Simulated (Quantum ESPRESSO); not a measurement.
Al2InGaAs4, input and log of a self-consistent run

A calculation, not a measurement. The program is pw.x of Quantum ESPRESSO 7.5 (plane-wave density functional theory). The cell is made up: 8 atoms on a zincblende/diamond lattice, with randomly drawn elements, strain and displacements, not relaxed. PseudoDojo standard norm-conserving files (v0.5 for PBE, v0.4.1 for LDA and PBEsol) set the functional; there is no spin polarisation, spin-orbit coupling or dispersion term, and the masses in the input are unused placeholders.

Input:

```
&control calculation='scf', pseudo_dir='./dojo.nc.sr.pbe.v0_5.standard.upf', outdir='./o', disk_io='medium', tprnfor=.true., tstress=.true. /
&system ibrav=0, nat=8, ntyp=4, nbnd=52, ecutwfc=84.00895049, nosym=.true., tot_charge=0,
 occupations='smearing', smearing='fd', degauss=0.0018374661
/
&electrons conv_thr=7.350e-09, electron_maxstep=60, /
ATOMIC_SPECIES
Al 1.0 Al.upf
As 1.0 As.upf
Ga 1.0 Ga.upf
In 1.0 In.upf
CELL_PARAMETERS angstrom
5.6828 0.0 0.0
0.0 5.6828 0.0
0.0 0.0 5.6828
ATOMIC_POSITIONS angstrom
Al -0.0752 -0.1013 -0.0018
In 0.0599 2.757 2.8331
Ga 2.8615 -0.0395 2.9345
Al 2.7505 2.8868 -0.06
As 1.4228 1.449 1.4253
As 1.3599 4.1315 4.2671
As 4.2183 1.4144 4.3342
As 4.2991 4.3848 1.3243
K_POINTS automatic
4 4 4 1 1 1
```

The log is shortened where brackets say so; the opening notice, blank lines, dates and the lines on written files are dropped, and the path of the files is cut. It prints rydbergs, bohrs and kilobars, and counts compression as positive stress.

```
     Program PWSCF v.7.5
     Parallel version (MPI & OpenMP), running on       1 processor cores
     Number of MPI processes:                 1
     Threads/MPI process:                     1
     [start-up lines left out]
     bravais-lattice index     =            0
     lattice parameter (alat)  =      10.7389  a.u.
     unit-cell volume          =    1238.4649 (a.u.)^3
     number of atoms/cell      =            8
     number of atomic types    =            4
     number of electrons       =        92.00
     number of Kohn-Sham states=           52
     kinetic-energy cutoff     =      84.0090  Ry
     charge density cutoff     =     336.0358  Ry
     scf convergence threshold =      7.3E-09
     mixing beta               =       0.7000
     number of iterations used =            8  plain     mixing
     Exchange-correlation= PBE
                           (   1   4   3   4   0   0   0)
     [axes and pseudopotential details left out]
   Cartesian axes
     site n.     atom                  positions (alat units)
         1        Al     tau(   1) = (  -0.0132329  -0.0178257  -0.0003167  )
         2        In     tau(   2) = (   0.0105406   0.4851482   0.4985395  )
         3        Ga     tau(   3) = (   0.5035370  -0.0069508   0.5163828  )
         4        Al     tau(   4) = (   0.4840044   0.5079890  -0.0105582  )
         5        As     tau(   5) = (   0.2503695   0.2549799   0.2508095  )
         6        As     tau(   6) = (   0.2393010   0.7270184   0.7508798  )
         7        As     tau(   7) = (   0.7422925   0.2488914   0.7626874  )
         8        As     tau(   8) = (   0.7565109   0.7715915   0.2330365  )
     number of k points=    32  Fermi-Dirac smearing, width (Ry)=  0.0018
                       cart. coord. in units 2pi/alat
        k(    1) = (   0.1250000   0.1250000   0.1250000), wk =   0.0625000
        k(    2) = (   0.1250000   0.1250000   0.3750000), wk =   0.0625000
     [further k points left out]
     Dense  grid:   128923 G-vectors     FFT dimensions: (  64,  64,  64)
     Estimated max dynamical RAM per process >     189.18 MB
     Initial potential from superposition of free atoms
     starting charge      91.9876, renormalised to      92.0000
     Starting wfcs are   62 randomized atomic wfcs
     total cpu time spent up to now is       18.7 secs
     per-process dynamical memory:   100.7 Mb
     Self-consistent Calculation
     iteration #  1     ecut=    84.01 Ry     beta= 0.70
     Davidson diagonalization with overlap
     ethr =  1.00E-02,  avg # of iterations =  4.7
     Threshold (ethr) on eigenvalues was too large:
     Diagonalizing with lowered threshold
     Davidson diagonalization with overlap
     ethr =  2.80E-04,  avg # of iterations =  3.0
     total cpu time spent up to now is      130.0 secs
     total energy              =   -1143.71515502 Ry
     estimated scf accuracy    <       0.27171890 Ry
     iteration #  2     ecut=    84.01 Ry     beta= 0.70
     Davidson diagonalization with overlap
     ethr =  2.95E-04,  avg # of iterations =  3.1
     total cpu time spent up to now is      183.5 secs
     total energy              =   -1143.76170693 Ry
     estimated scf accuracy    <       0.05827854 Ry
     iteration #  3     ecut=    84.01 Ry     beta= 0.70
     Davidson diagonalization with overlap
     ethr =  6.33E-05,  avg # of iterations =  5.9
     total cpu time spent up to now is      242.0 secs
     total energy              =   -1143.77511786 Ry
     estimated scf accuracy    <       0.00916752 Ry
     iteration #  4     ecut=    84.01 Ry     beta= 0.70
     Davidson diagonalization with overlap
     ethr =  9.96E-06,  avg # of iterations =  5.4
     total cpu time spent up to now is      292.6 secs
     total energy              =   -1143.77755047 Ry
     estimated scf accuracy    <       0.00163428 Ry
     iteration #  5     ecut=    84.01 Ry     beta= 0.70
     Davidson diagonalization with overlap
     ethr =  1.78E-06,  avg # of iterations =  3.6
     total cpu time spent up to now is      334.8 secs
     total energy              =   -1143.77781789 Ry
     estimated scf accuracy    <       0.00005087 Ry
     iteration #  6     ecut=    84.01 Ry     beta= 0.70
     Davidson diagonalization with overlap
     ethr =  5.53E-08,  avg # of iterations =  4.1
     total cpu time spent up to now is      391.0 secs
     total energy              =   -1143.77783988 Ry
     estimated scf accuracy    <       0.00001138 Ry
     iteration #  7     ecut=    84.01 Ry     beta= 0.70
     Davidson diagonalization with overlap
     ethr =  1.24E-08,  avg # of iterations =  2.5
     total cpu time spent up to now is      433.6 secs
     total energy              =   -1143.77784200 Ry
     estimated scf accuracy    <       0.00000203 Ry
     iteration #  8     ecut=    84.01 Ry     beta= 0.70
     Davidson diagonalization with overlap
     ethr =  2.20E-09,  avg # of iterations =  2.2
     total cpu time spent up to now is      471.7 secs
     total energy              =   -1143.77784229 Ry
     estimated scf accuracy    <       0.00000019 Ry
     iteration #  9     ecut=    84.01 Ry     beta= 0.70
     Davidson diagonalization with overlap
     ethr =  2.05E-10,  avg # of iterations =  4.0
     total cpu time spent up to now is      516.4 secs
     total energy              =   -1143.77784237 Ry
     estimated scf accuracy    <       0.00000002 Ry
     iteration # 10     ecut=    84.01 Ry     beta= 0.70
     Davidson diagonalization with overlap
     ethr =  1.84E-11,  avg # of iterations =  2.5
     total cpu time spent up to now is      561.0 secs
     End of self-consistent calculation
     [lines on levels left out]
!    total energy              =   -1143.77784237 Ry
     estimated scf accuracy    <          5.0E-09 Ry
     smearing contrib. (-TS)   =      -0.00000000 Ry
     internal energy E=F+TS    =   -1143.77784237 Ry
     The total energy is F=E-TS. E is the sum of the following terms:
     one-electron contribution =    -658.37844073 Ry
     hartree contribution      =     380.15186369 Ry
     xc contribution           =    -276.69241312 Ry
     ewald contribution        =    -588.85885222 Ry
     convergence has been achieved in  10 iterations
     Forces acting on atoms (cartesian axes, Ry/au):
     atom    1 type  1   force =     0.06915310    0.07130079   -0.03824031
     atom    2 type  4   force =    -0.09819709    0.01509034   -0.02112221
     atom    3 type  3   force =    -0.01205237    0.00653217   -0.02291018
     atom    4 type  1   force =     0.04321233   -0.01837920    0.04865050
     atom    5 type  2   force =     0.06084826   -0.09219991   -0.07201257
     atom    6 type  2   force =     0.03518230    0.10560828    0.03339242
     atom    7 type  2   force =    -0.01644713   -0.02037210    0.01760403
     atom    8 type  2   force =    -0.08169940   -0.06758035    0.05463832
     Total force =     0.270273     Total SCF correction =     0.000406
     Computing stress (Cartesian axis) and pressure
          total   stress  (Ry/bohr**3)                   (kbar)     P=       82.92
   0.00056135   0.00003531  -0.00012552           82.58        5.19      -18.46
   0.00003531   0.00052995   0.00004337            5.19       77.96        6.38
  -0.00012552   0.00004337   0.00059974          -18.46        6.38       88.22
     init_run     :     17.19s CPU     18.54s WALL (       1 calls)
     electrons    :    522.96s CPU    542.39s WALL (       1 calls)
     forces       :      5.64s CPU      5.72s WALL (       1 calls)
     stress       :     21.51s CPU     21.62s WALL (       1 calls)
     [timing details left out]
     PWSCF        :   9m27.61s CPU   9m49.43s WALL
     JOB DONE.
```

In other units: free energy -15561.890 eV for the cell, pressure 8.29 GPa, largest force component 2.715 eV/Å. A rerun of the same cell at another strain at 1437 eV and a 6 x 6 x 6 mesh moved values by no more than 0.011 eV in energy, 0.02 GPa in stress and 0.004 eV/Å in force.